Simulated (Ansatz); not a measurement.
A relaxed structure of SiO2 is spoiled in several ways and relaxed again each time (squeezed and stretched starts keep its symmetry, which their runs cannot lower; pressure is positive under compression). All values below come from PBE (plane waves to 420 eV, PAW, scalar-relativistic; Ansatz, a first-principles code).

```cif
data_O4Si2
_chemical_formula_sum 'Si2 O4'
_space_group_name_H-M_alt 'P42/mnm'
_space_group_IT_number 136
_space_group_name_Hall '-P 4n 2n'
_cell_length_a 4.23591
_cell_length_b 4.23591
_cell_length_c 2.68991
_cell_angle_alpha 90.000
_cell_angle_beta 90.000
_cell_angle_gamma 90.000
loop_
_atom_site_label
_atom_site_type_symbol
_atom_site_symmetry_multiplicity
_atom_site_Wyckoff_symbol
_atom_site_fract_x
_atom_site_fract_y
_atom_site_fract_z
_atom_site_occupancy
Si1 Si 2 a 0.00000 0.00000 0.00000 1
O1 O 4 g 0.19301 0.19301 0.50000 1
```

| change | first pressure (GPa) | largest first force (eV/Å) | released (eV/atom) | moves | outcome | final group | E − E(parent) (eV/atom) |
|---|---|---|---|---|---|---|---|
| deformed by the Cartesian strain tensor (xx, yy, zz, yz, xz, xy) = (0.057, -0.002, -0.113, -0.030, -0.019, -0.003) | 39.0 | 1.09 | 0.31 | 9 | returns to the parent | P4₂/mnm | 0.000 |
| squeezed uniformly to 80 % of its volume | 106.0 | 2.03 | 0.44 | 9 | returns to the parent | P4₂/mnm | 0.000 |

First-step values come from each run's starting, coarser k-mesh (5×6×10, 6×6×9). Each cell has its own k-point mesh; energy differences are given only to the digits this allows. No spin polarisation in the result.
